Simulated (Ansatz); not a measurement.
Values for one crystal, relaxed and computed with plane-wave PAW PBE (Ansatz code); other levels are named.

* **Volume per atom**: 10.78 Å³
* **Electronic character**: metallic (no gap)
* **Density of states at the Fermi level**: 0.54 states/eV per atom (mean over ±0.08 eV)
* **Formation energy from the elements (no fitted shifts)**: -0.46 eV/atom

Which compound is it?
A) SiNi3, Cu3Au type
B) TaSi, rock salt
C) HfSi2, MoSi2 or CaC2 type
D) Si2Rh, P6/mmm (Rh on 1a, Si on 2d)

A, SiNi3, Cu3Au type

Space group Pm-3m (Cu3Au type). Symmetry was held in the PBE relaxation. The run is not spin-polarised. The references are the lowest solids computed at this level, not always the standard phases.

Potentials: the later of the program's two PAW sets.
